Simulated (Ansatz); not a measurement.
Relaxed-ion elastic tensor of Ag3SI (anti-perovskite, Pm-3m) in GPa (Voigt order), PBEsol in the plane-wave PAW code Ansatz; density 6.94 g/cm³, 23.08 Å³ per atom.

```
91.7  42.3  42.3   0.0   0.0   0.0
42.3  91.7  42.3   0.0   0.0   0.0
42.3  42.3  91.7   0.0   0.0   0.0
 0.0   0.0   0.0   2.0   0.0   0.0
 0.0   0.0   0.0   0.0   2.0   0.0
 0.0   0.0   0.0   0.0   0.0   2.0
```

Problem. Is the crystal mechanically stable?

Solution. Yes: the smallest eigenvalue of C is 2.0 GPa.

Problem. Work out the Voigt and Reuss bounds. Is their mean of use?

Solution. K_V = 58.8, K_R = 58.8; G_V = 11.1, G_R = 3.2 GPa. The bounds lie so far apart that a Hill average or a Debye temperature from it would say little.

The workflow started from an entry of the Crystallography Open Database (COD), which files this formula under 2 space groups. Whether it is the stable phase at ambient conditions was not checked. Symmetry was held in the PBEsol relaxation; its stability against distortions is not shown here. The run is not spin-polarised. Spin–orbit coupling is left out wherever it is not named.

Potentials: the later of the program's two PAW sets.
